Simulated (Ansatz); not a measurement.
The relaxed structure here is a generated cell of GaPt: the first start was made by placing the elements on the sites of a structure type, and the end was not matched to a known phase here, so it may be hypothetical.

One starting cell of GaPt (a generated trial cell of GaPt in the AFLOW prototype AB_cF16_227_a_b (B32, as in NaTl)) was relaxed twice with Ansatz (plane waves, PAW, scalar-relativistic): with PBEsol at 420 eV and with PBE at 420 eV. The PBEsol result:

```xyz
4
Lattice="0.0000 3.1218 3.1218 3.1218 0.0000 3.1218 3.1218 3.1218 0.0000" Properties=species:S:1:pos:R:3 pbc="T T T"
Ga     4.6827     4.6827     4.6827
Ga     3.1218     3.1218     3.1218
Pt     0.0000     0.0000     0.0000
Pt     1.5609     1.5609     1.5609
```

```json
[
 {"quantity": "space group", "PBEsol": "Fd-3m", "PBE": "Fd-3m"},
 {"quantity": "volume (Å³/atom)", "PBEsol": "15.21", "PBE": "…"},
 {"quantity": "a (Å)", "PBEsol": "6.244", "PBE": "…"},
 {"quantity": "gap (eV, no spin-orbit coupling)", "PBEsol": "0.00", "PBE": "…"}
]
```

Task: Fill in the PBE column.

Result: 
- volume (Å³/atom), PBE: 15.93
- a (Å), PBE: 6.341
- gap (eV, no spin-orbit coupling), PBE: 0.00

Both levels end in the same structure; PBE's volume is 4.7 % larger. Neither column is exact.

No spin polarisation in the result.

The run could not lose the symmetry of its start: the end is stationary, and may be a saddle point rather than a minimum.

All atoms sit on sites fixed by symmetry, so only the cell could relax.

Ansatz is a first-principles code.
